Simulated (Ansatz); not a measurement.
HfSi (CsCl type, Pm-3m) under volume change, the program Ansatz at the PBE level (PAW), scaled uniformly.

| V (Å³/atom) | E − E(relaxed) (meV/atom) | P (GPa) |
|---|---|---|
| 16.203 | 64.2 | 13.98 |
| 16.738 | 26.9 | 8.56 |
| 17.272 | … | … |
| 17.806 | 0.0 | 0.00 |
| 18.340 | 5.8 | -3.43 |
| 18.874 | … | … |
| 19.408 | 48.6 | -9.13 |

Fill in the missing entries.


- 18.874, E − E(relaxed) (meV/atom): 22.4
- 18.874, P (GPa): -6.49
- 17.272, E − E(relaxed) (meV/atom): 6.3
- 17.272, P (GPa): 3.91

What does a third-order Birch–Murnaghan fit give for V₀, B₀ and B′?

V₀ = 17.80 Å³/atom, B₀ = 124 GPa, B′ = 3.8.

The cell is a constructed one: a structure type filled with these elements; neither database checked (COD, Materials Project) lists it. COD files the formula under space group No. 62. Its standing as an ambient phase is unchecked. Symmetry was held in the PBE relaxation; its stability against distortions is not shown here. No spin polarisation was allowed. Scalar-relativistic: spin–orbit coupling is off unless named, which matters more the heavier the elements.

Potentials: the earlier of the program's two PAW sets.
